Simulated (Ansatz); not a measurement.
**Structures of NaTi₂: which is lowest?**

Plane-wave DFT in Ansatz with scalar-relativistic PAW potentials, cutoff 420 eV, Γ-centred meshes chosen by cell and gap, Gaussian smearing with energies taken to zero width. Every cell was relaxed (cell and atoms) in a run of its own, within the symmetry of its start. Functional: PBE.

Relaxed structures (starts from databases or built by putting these elements on another compound's sites):
A. P6/mmm, 3 atoms in the computed cell, a = 5.225 Å, c = 2.541 Å; sites (symmetry × multiplicity) Na 6/mmm × 1, Ti -6m2 × 2; start: built
B. P4/nmm, 6 atoms in the computed cell, a = 3.795 Å, c = 9.771 Å; sites (symmetry × multiplicity) Na 4mm × 2, Ti -4m2 × 2 + 4mm × 2; start: built

Task: Rank them by energy. Could pressure change the order?

Result:
```tsv
structure	group	E − E(lowest) (meV/atom)	V (Å³/atom)	gap on mesh (eV)
B	P4/nmm	0.0	23.46	0.00
A	P6/mmm	72	20.03	0.00
```

B is lowest, 72 meV/atom under A. A is denser by 3.43 Å³/atom, so pressure favours it: ΔE/ΔV, with ΔE in eV and 1 eV/Å³ = 160.2 GPa, gives about 3.4 GPa for equal enthalpy if both cells were rigid, a rough figure since the two compress differently. Other structures may lie lower than all of these, and vibrations aren't counted.